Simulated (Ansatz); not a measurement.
# All-electron card of YCl

```
Y Cl
1.0
     1.87615    1.08320    9.17500
    -1.87615    1.08320    9.17500
     0.00000   -2.16639    9.17500
Y Cl
2 2
Direct
  0.21683 0.21683 0.21683
  0.78317 0.78317 0.78317
  0.38830 0.38830 0.38830
  0.61170 0.61170 0.61170
```

Atom numbers follow the list: Y1, Y2, Cl3, Cl4.

The cell is COD entry 4344519, as deposited and not checked against the literature; nothing was relaxed.

Levels of theory: DFT, PBEsol, all-electron LAPW, scalar-relativistic (Ansatz 0.2.0); DFT, PBEsol, PAW with Ansatz's default frozen-core files, scalar-relativistic (Ansatz 0.2.0).

For LAPW: a Γ-centred 8×8×8 k mesh, Fermi–Dirac smearing of 0.02 eV, basis error target 1 meV/atom, no spin polarisation. PAW takes a cutoff of 420 eV at this cell (files made with PBE, cores remade for this functional). The Ansatz runs share mesh, smearing and spin set-up. Values come from LAPW unless marked.

```json
{"Pressure at this cell": "-0.68 GPa", "Löwdin charges (with 0.24 e of the cell spilling out of the atomic basis, so their sizes and signs hang on that basis)": "Y1 0.35, Cl3 -0.23 e", "Density of states at the Fermi level (0.2 eV bin)": "11.37 states/eV per cell", "Band gap": "none at this level of theory (metallic, semimetallic, or a small gap that the functional closes)", "Largest force": "0.121 eV/Å on Y1", "Volume per atom": "27.97 Å³"}
```

(1) Stress xx, yy, zz (compression positive): what does the calculation give?

(2) Give the computed value. Bader charges (from the PAW run).

Answers

(1) -1.48, -1.48, 0.93 GPa.

(2) Y1 +0.79, Cl3 -0.79 e.
